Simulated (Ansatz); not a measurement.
## Rocksalt alloy of MgS and MgSe (6 of 32 S sites exchanged), 64 atoms

Ansatz, PAW, plane waves. PBEsol relaxation of volume and atoms (shape held) at the single k point (¼, ¼, ¼) without its symmetry partners; single points on the relaxed atoms at the single k point (¼, ¼, ¼) without its symmetry partners, onto which points of the small cell's zone fold. Arrangement: quasirandom. No spin–orbit coupling unless named.

Relaxed structure:

```xyz
64
Lattice="10.4694 0.0000 0.0000 0.0000 10.4694 0.0000 0.0000 0.0000 10.4694" Properties=species:S:1:pos:R:3 pbc="T T T"
S     2.6258   10.4624   10.4658
S     2.6188    0.0012    5.2327
S     2.6346    5.2447   10.4590
S     7.8439   10.4649   10.4680
S     7.8357    5.2441   10.4611
S     7.8420    5.2367    5.2431
S    10.4683    7.8628   10.4598
S    10.4693    7.8628    5.2430
S     5.2348    2.6180   10.4670
S     5.2349    2.6182    5.2328
S     5.2355    7.8555   10.4659
S     0.0094   10.4536    2.6074
S     0.0088   10.4539    7.8608
S    10.4594    5.2550    7.8611
S     5.2285    0.0069    2.5989
S     5.2274    0.0102    7.8686
S     5.2423    5.2291    2.5977
S     5.2422    5.2276    7.8685
S     2.6450    2.6005    2.6063
S     2.6348    2.6096    7.8600
S     2.6188    7.8699    2.5986
S     2.6098    7.8611    7.8679
S     7.8269    2.6197    2.6080
S     7.8347    2.6265    7.8607
S     7.8517    7.8551    2.5975
S     7.8573    7.8464    7.8679
Se    2.6224    5.2352    5.2387
Se    7.8519    0.0030    5.2339
Se    0.0010    2.6156   10.4631
Se    0.0016    2.6139    5.2406
Se    5.2338    7.8535    5.2324
Se   10.4652    5.2472    2.6121
Mg    0.0122   10.4109   10.4567
Mg    0.0462   10.4180    5.2494
Mg   10.4569    5.3043   10.4144
Mg   10.4208    5.2946    5.2957
Mg    5.2255    0.0008   10.4664
Mg    5.1906    0.0440    5.2362
Mg    5.2444    5.2386   10.4569
Mg    5.2779    5.1923    5.2496
Mg    2.6816    2.6053   10.4674
Mg    2.6735    2.5732    5.2327
Mg    2.6190    7.8639   10.4673
Mg    2.5725    7.8981    5.2318
Mg    7.7883    2.6306   10.4682
Mg    7.7984    2.6654    5.2343
Mg    7.8503    7.8450   10.4670
Mg    7.8957    7.8093    5.2326
Mg    2.6306   10.4694    2.5891
Mg    2.6195    0.0003    7.8746
Mg    2.6767    5.2356    2.5556
Mg    2.6303    5.2349    7.9055
Mg    7.8391    0.0005    2.5602
Mg    7.8497    0.0013    7.9073
Mg    7.7984    5.2373    2.5884
Mg    7.8381    5.2362    7.8768
Mg   10.4693    2.5553    2.6158
Mg   10.4688    2.6048    7.8529
Mg   10.4690    7.9049    2.6007
Mg   10.4682    7.8658    7.8636
Mg    5.2369    2.6052    2.6015
Mg    5.2337    2.6165    7.8618
Mg    5.2355    7.8663    2.5591
Mg    5.2332    7.8555    7.9034
```

**Question.** What are the mean bond lengths by pair (pairs within 1.2 times the sum of covalent radii, less contacts 15 % beyond the pair's median; cation–cation pairs of compounds aside; long ionic contacts are cut short by that bound)?

**Answer.** Mg–S 2.607 ± 0.026 Å (standard deviation, 156 bonds); Mg–Se 2.665 ± 0.019 Å (standard deviation, 36 bonds).

**Question.** What gap lies between the top filled and the lowest empty level in the single points?

**Answer.** HSE06 4.25 eV (26 s on NVIDIA GB300). Away from Γ this isn't the crystal's band gap.
